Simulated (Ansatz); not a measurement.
**Calculated field gradients at the nuclei for KMgH3N2**

The cell is a structure deposited in the COD, ions relaxed with PBE at fixed cell.

Space group Pnma (No. 62); a = 9.3497, b = 3.6631, c = 9.8901 Å.

```
site  Wyckoff  site symmetry       x       y       z
   K       4c            .m.  0.2263  0.7500  0.1624
  Mg       4c            .m.  0.0353  0.2500  0.3951
  H9       4c            .m.  0.2347  0.7500  0.4530
 H13       8d              1  0.4425  0.0322  0.3609
 N21       4c            .m.  0.1248  0.7500  0.4548
 N25       4c            .m.  0.4847  0.2500  0.3095
```

One atom of each set is listed.

All values are calculated (Ansatz; DFT, PBE, plane waves and PAW, scalar-relativistic, 420 eV cutoff, Γ-centred 3×8×3 k-points, Fermi–Dirac smearing 0.02 eV), not measured.

Conventions: |V_zz| ≥ |V_yy| ≥ |V_xx|, η = (V_xx − V_yy)/V_zz, C_Q = eQV_zz/h.

⁴¹K: I = 3/2, Q = 73.40 mb; ²⁵Mg: I = 5/2, Q = 199.4 mb; H-2: I = 1, Q = 2.858 mb; 14N: I = 1, Q = 20.44 mb. Nuclear quadrupole moments: year-2017 set (Pyykkö).

```
site  atoms                                                  first shell  V_zz (10²¹ V/m²)     η  C_Q (MHz)
   K      4                       7 N at 2.92–3.36 Å; also 2 K at 3.66 Å             -1.90  0.98      -3.37
  Mg      4                                           4 N at 2.08–2.11 Å              1.28  0.39       6.17
  H9      4                                                1 N at 1.03 Å              3.83  0.01      0.265
 H13      8                                                1 N at 1.03 Å              3.77  0.12      0.261
 N21      4  1 H at 1.03 Å, 3 Mg at 2.10–2.11 Å; also 3 K at 3.04–3.08 Å              5.81  0.00       2.87
 N25      4            2 H at 1.03 Å, 1 Mg at 2.08 Å; also 2 K at 2.92 Å             -7.15  0.79      -3.54
```

At H9 and H13 V_zz points along its bond to N (within 2°) in each case. At N21 V_zz points along its shortest bond, to H (within 1°).

Where η is near 1 the sign of V_zz means little.

The relaxation (6 steps) took 3 min of wall time (5.7 min of CPU time) and 1 GiB at its peak, on 2 threads of Intel Xeon Processor @ 2.50GHz (Skylake/Cascade Lake) (x86_64; 62 cores open to the job, memory cap 5.0 GiB, no GPU), a shared host with a load of 0.8 a core.
